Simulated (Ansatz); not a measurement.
**How much do the gradients of SiO2 depend on the method?**

Cell: an entry of the Crystallography Open Database (COD) (listed for 0.2 GPa), its atoms then relaxed with PBE in this cell.

Space group P4_12_12 (No. 92); a = 4.9501, c = 6.8760 Å.

```
site  Wyckoff  site symmetry       x       y       z
  Si       4a            ..2  0.3076  0.3076  0.0000
   O       8b              1  0.2355  0.1212  0.1877
```

One atom of each set is listed.

First run. Level of theory: DFT, PBE, plane waves and PAW, scalar-relativistic, 420 eV cutoff, Γ-centred 5×5×4 k-points, Fermi–Dirac smearing 0.02 eV (Ansatz 0.2.0).

```tsv
site	V_zz (10²¹ V/m²)	η
Si	-0.40	0.89
O	9.33	0.21
```

Second run. The same atoms and settings, except that the functional is r2SCAN and the cutoff is 500 eV.

(1) What does the second run give?

## Answers

(1) 

| site | V_zz | η | change of V_zz |
| --- | --- | --- | --- |
| Si | -0.39 | 0.82 | +0.01 |
| O | 9.21 | 0.21 | -0.12 |

The largest change of V_zz is on O, from 9.33 to 9.21. In per cent, |V_zz| changes by -1 on O (all sites that start above 0.5).

For the second run: The largest force is 0.3 eV/Å, so the atoms aren't at the calculated equilibrium and relaxing them would move these values.
